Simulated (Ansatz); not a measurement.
Na2AgSbCl6: kick along a soft mode, then relaxed

Computed with Ansatz 0.2.0, DFT PBEsol, scalar-relativistic, plane waves, PAW. The runs took a 420 eV cutoff, a Γ-centred 6×6×6 mesh and Gaussian smearing (0.05 eV). No spin polarisation. Energies are free energies at this smearing, counted from the undisturbed cell; pressure is positive in compression.

Reference structure (relaxed at this level; it needn't be the usual structure):

```xyz
10
Lattice="0.0000 5.2144 5.2144 5.2144 0.0000 5.2144 5.2144 5.2144 0.0000" Properties=species:S:1:pos:R:3 pbc="T T T"
Na    7.8216    7.8216    7.8216
Na    2.6072    2.6072    2.6072
Ag    5.2144    5.2144    5.2144
Sb    0.0000    0.0000    0.0000
Cl    2.6181    5.2144    5.2144
Cl    5.2144    5.2144    2.6181
Cl    7.8107    5.2144    5.2144
Cl    5.2144    2.6181    5.2144
Cl    5.2144    7.8107    5.2144
Cl    5.2144    5.2144    7.8107
```

The atoms are moved along a zone-centre mode of 92i cm⁻¹ (Å):

| atom | ux | uy | uz |
| --- | --- | --- | --- |
| Na1 | 0.000 | 0.000 | 0.150 |
| Na2 | 0.000 | 0.000 | 0.150 |
| Ag3 | 0.000 | 0.000 | 0.001 |
| Sb4 | 0.000 | 0.000 | -0.005 |
| Cl5 | 0.000 | 0.000 | -0.043 |
| Cl6 | 0.000 | 0.000 | -0.006 |
| Cl7 | 0.000 | 0.000 | -0.043 |
| Cl8 | 0.000 | 0.000 | -0.043 |
| Cl9 | 0.000 | 0.000 | -0.043 |
| Cl10 | 0.000 | 0.000 | -0.006 |

Cell and atoms are then relaxed.

Question: Does the relaxation return to the undisturbed structure?

Answer: No. It ends 54.4 meV/atom below it. The final space group reads I4mm (tolerance 0.01 Å) and the volume changes by 3.97 %.

Final structure:

```
CELL_PARAMETERS angstrom
0.00000 5.29850 5.25081
5.29850 0.00000 5.25081
5.29850 5.29850 0.00000
ATOMIC_POSITIONS crystal
Na 0.86692 0.86692 0.63308
Na 0.36692 0.36692 0.13308
Ag 0.48380 0.48380 0.51620
Sb 0.97994 0.97994 0.02006
Cl 0.71365 0.21387 0.28635
Cl 0.22842 0.22842 0.77158
Cl 0.21387 0.71365 0.78613
Cl 0.21387 0.71365 0.28635
Cl 0.71365 0.21387 0.78613
Cl 0.72986 0.72986 0.27014
```

The relaxation, step by step (energy from the first step; small jumps at an unchanged geometry come where the plane waves are selected anew for the new cell):

```
step  ΔE (meV/atom) largest force component (eV/Å) pressure (GPa)
   1            0.0                           0.105            0.01
   2           -0.8                           0.122           -0.01
   3          -10.0                           0.228           -0.08
   4          -24.2                           0.278            0.01
   5          -38.3                           0.237            0.18
   6          -48.0                           0.141           -0.06
   7          -51.1                           0.162            0.36
   8          -52.1                           0.043            0.05
   9          -52.3                           0.014            0.02
  10          -52.3                           0.023           -0.01
  11          -52.4                           0.008            0.00
  12          -52.4                           0.004            0.00
  13          -52.4                           0.004            0.00
```

Frames along the relaxation (Å, eV/Å):

```xyz
10
Lattice="0.000 5.214 5.214 5.214 0.000 5.214 5.214 5.214 0.000" Properties=species:S:1:pos:R:3:forces:R:3 pbc="T T T" step=1
Na    7.822    7.822    7.972    0.000    0.000    0.105
Na    2.607    2.607    2.757    0.000    0.000    0.105
Ag    5.214    5.214    5.216    0.000    0.000    0.005
Sb    0.000    0.000   -0.005    0.000    0.000   -0.017
Cl    2.618    5.214    5.172    0.000    0.000   -0.046
Cl    5.214    5.214    2.612    0.000    0.000   -0.008
Cl    7.811    5.214    5.172    0.000    0.000   -0.046
Cl    5.214    2.618    5.172    0.000    0.000   -0.046
Cl    5.214    7.811    5.172    0.000    0.000   -0.046
Cl    5.214    5.214    7.805    0.000    0.000   -0.005
10
Lattice="0.000 5.215 5.216 5.215 0.000 5.216 5.215 5.215 0.000" Properties=species:S:1:pos:R:3:forces:R:3 pbc="T T T" step=2
Na    7.823    7.823    8.002    0.000    0.000    0.122
Na    2.608    2.608    2.786    0.000    0.000    0.122
Ag    5.215    5.215    5.213    0.000    0.000    0.003
Sb    0.000    0.000   -0.012    0.000    0.000    0.002
Cl    2.619    5.215    5.166   -0.001    0.000   -0.058
Cl    5.215    5.215    2.607    0.000    0.000   -0.013
Cl    7.812    5.215    5.166    0.001    0.000   -0.058
Cl    5.215    2.619    5.166    0.000   -0.001   -0.058
Cl    5.215    7.812    5.166    0.000    0.001   -0.058
Cl    5.215    5.215    7.802    0.000    0.000   -0.004
10
Lattice="0.000 5.220 5.237 5.220 0.000 5.237 5.220 5.220 0.000" Properties=species:S:1:pos:R:3:forces:R:3 pbc="T T T" step=4
Na    7.830    7.830    8.423    0.000    0.000    0.278
Na    2.610    2.610    3.186    0.000    0.000    0.278
Ag    5.220    5.220    5.199    0.000    0.000    0.037
Sb    0.000    0.000   -0.068    0.000    0.000    0.069
Cl    2.620    5.220    5.035    0.007    0.000   -0.119
Cl    5.220    5.220    2.569    0.000    0.000   -0.105
Cl    7.819    5.220    5.035   -0.007    0.000   -0.119
Cl    5.220    2.620    5.035    0.000    0.007   -0.119
Cl    5.220    7.819    5.035    0.000   -0.007   -0.119
Cl    5.220    5.220    7.796    0.000    0.000   -0.083
10
Lattice="0.000 5.217 5.247 5.217 0.000 5.247 5.217 5.217 0.000" Properties=species:S:1:pos:R:3:forces:R:3 pbc="T T T" step=5
Na    7.826    7.826    8.636    0.000    0.000    0.237
Na    2.609    2.609    3.388    0.000    0.000    0.237
Ag    5.217    5.217    5.200    0.000    0.000    0.065
Sb    0.000    0.000   -0.079    0.000    0.000   -0.030
Cl    2.620    5.217    4.963    0.012    0.000   -0.077
Cl    5.217    5.217    2.548    0.000    0.000   -0.112
Cl    7.815    5.217    4.963   -0.012    0.000   -0.077
Cl    5.217    2.620    4.963    0.000    0.012   -0.077
Cl    5.217    7.815    4.963    0.000   -0.012   -0.077
Cl    5.217    5.217    7.796    0.000    0.000   -0.089
10
Lattice="0.000 5.238 5.289 5.238 0.000 5.289 5.238 5.238 0.000" Properties=species:S:1:pos:R:3:forces:R:3 pbc="T T T" step=6
Na    7.858    7.858    8.898    0.000    0.000    0.137
Na    2.619    2.619    3.609    0.000    0.000    0.137
Ag    5.238    5.238    5.231    0.000    0.000   -0.034
Sb    0.000    0.000   -0.131    0.000    0.000    0.049
Cl    2.635    5.238    4.949   -0.034    0.000   -0.047
Cl    5.238    5.238    2.506    0.000    0.000   -0.141
Cl    7.842    5.238    4.949    0.034    0.000   -0.047
Cl    5.238    2.635    4.949    0.000   -0.034   -0.047
Cl    5.238    7.842    4.949    0.000    0.034   -0.047
Cl    5.238    5.238    7.810    0.000    0.000    0.038
10
Lattice="0.000 5.268 5.289 5.268 0.000 5.289 5.268 5.268 0.000" Properties=species:S:1:pos:R:3:forces:R:3 pbc="T T T" step=8
Na    7.902    7.902    9.128    0.000    0.000    0.007
Na    2.634    2.634    3.839    0.000    0.000    0.007
Ag    5.268    5.268    5.142    0.000    0.000   -0.008
Sb    0.000    0.000   -0.204    0.000    0.000    0.038
Cl    2.650    5.268    4.917   -0.039    0.000   -0.016
Cl    5.268    5.268    2.406    0.000    0.000   -0.023
Cl    7.886    5.268    4.917    0.039    0.000   -0.016
Cl    5.268    2.650    4.917    0.000   -0.039   -0.016
Cl    5.268    7.886    4.917    0.000    0.039   -0.016
Cl    5.268    5.268    7.738    0.000    0.000    0.044
10
Lattice="0.000 5.280 5.279 5.280 0.000 5.279 5.280 5.280 0.000" Properties=species:S:1:pos:R:3:forces:R:3 pbc="T T T" step=9
Na    7.920    7.920    9.128    0.000    0.000    0.002
Na    2.640    2.640    3.849    0.000    0.000    0.002
Ag    5.280    5.280    5.125    0.000    0.000    0.008
Sb    0.000    0.000   -0.201    0.000    0.000   -0.005
Cl    2.650    5.280    4.899   -0.012    0.000   -0.003
Cl    5.280    5.280    2.402    0.000    0.000    0.014
Cl    7.910    5.280    4.899    0.012    0.000   -0.003
Cl    5.280    2.650    4.899    0.000   -0.012   -0.003
Cl    5.280    7.910    4.899    0.000    0.012   -0.003
Cl    5.280    5.280    7.725    0.000    0.000   -0.009
10
Lattice="0.000 5.292 5.264 5.292 0.000 5.264 5.292 5.292 0.000" Properties=species:S:1:pos:R:3:forces:R:3 pbc="T T T" step=10
Na    7.939    7.939    9.116    0.000    0.000    0.002
Na    2.646    2.646    3.852    0.000    0.000    0.002
Ag    5.292    5.292    5.101    0.000    0.000    0.004
Sb    0.000    0.000   -0.205    0.000    0.000   -0.017
Cl    2.651    5.292    4.882   -0.002    0.000    0.000
Cl    5.292    5.292    2.399    0.000    0.000    0.023
Cl    7.934    5.292    4.882    0.002    0.000    0.000
Cl    5.292    2.651    4.882    0.000   -0.002    0.000
Cl    5.292    7.934    4.882    0.000    0.002    0.000
Cl    5.292    5.292    7.694    0.000    0.000   -0.014
10
Lattice="0.000 5.298 5.251 5.298 0.000 5.251 5.298 5.298 0.000" Properties=species:S:1:pos:R:3:forces:R:3 pbc="T T T" step=12
Na    7.948    7.948    9.104    0.000    0.000    0.000
Na    2.649    2.649    3.853    0.000    0.000    0.000
Ag    5.298    5.298    5.081    0.000    0.000   -0.001
Sb    0.000    0.000   -0.211    0.000    0.000    0.004
Cl    2.650    5.298    4.870    0.000    0.000    0.000
Cl    5.298    5.298    2.399    0.000    0.000    0.000
Cl    7.947    5.298    4.870    0.000    0.000    0.000
Cl    5.298    2.650    4.870    0.000    0.000    0.000
Cl    5.298    7.947    4.870    0.000    0.000    0.000
Cl    5.298    5.298    7.665    0.000    0.000   -0.003
10
Lattice="0.000 5.298 5.251 5.298 0.000 5.251 5.298 5.298 0.000" Properties=species:S:1:pos:R:3:forces:R:3 pbc="T T T" step=13
Na    7.948    7.948    9.104    0.000    0.000    0.000
Na    2.649    2.649    3.853    0.000    0.000    0.000
Ag    5.298    5.298    5.081    0.000    0.000   -0.001
Sb    0.000    0.000   -0.211    0.000    0.000    0.004
Cl    2.650    5.298    4.870    0.000    0.000    0.000
Cl    5.298    5.298    2.399    0.000    0.000    0.000
Cl    7.947    5.298    4.870    0.000    0.000    0.000
Cl    5.298    2.650    4.870    0.000    0.000    0.000
Cl    5.298    7.947    4.870    0.000    0.000    0.000
Cl    5.298    5.298    7.665    0.000    0.000   -0.003
```

Cost: 1 run of about 19 core-minutes, on Intel Xeon Processor @ 2.50GHz (Skylake/Cascade Lake) (shared hosts).